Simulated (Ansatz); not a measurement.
The relaxed structure here is a generated cell of TaRu: the first start was made by a random draw of sites in a space group, and the end was not matched to a known phase here, so it may be hypothetical.

One stationary structure of TaRu. The numbers are results of PBE (plane waves to 420 eV, PAW, scalar-relativistic; Ansatz, a quantum-chemistry and plane-wave program), not measurements.

```
CELL_PARAMETERS angstrom
      0.00000     2.60393     2.60393
      2.60393     0.00000     2.60393
      2.60393     2.60393     0.00000
ATOMIC_POSITIONS crystal
  Ru 0.50000 0.50000 0.50000
  Ta 0.00000 0.00000 0.00000
```

Task: Determine the symmetry and give the standard cell with its independent sites.

Result: Space group Fm-3m (No. 225); a = 5.2079 Å, b = 5.2079 Å, c = 5.2079 Å, α = 90.00°, β = 90.00°, γ = 90.00°

```json
[
 {"atom": "Ru", "site": "4b", "symmetry": "m-3m", "x": "0.5000", "y": "0.5000", "z": "0.5000"},
 {"atom": "Ta", "site": "4a", "symmetry": "m-3m", "x": "0.0000", "y": "0.0000", "z": "0.0000"}
]
```

This is the rock salt type.

Task: Give the shortest distances between elements (the closest pairs, up to four, under 3.6 Å).

Result: Ru–Ta 2.60 Å.

| Quantity | Value |
|---|---|
| Volume per atom | 17.66 Å³ |
| Band gap | zero (metallic) |

No spin polarisation in the result.

The run could not lose the symmetry of its start: the end is stationary, and may be a saddle point rather than a minimum.

All atoms sit on sites fixed by symmetry, so only the cell could relax.
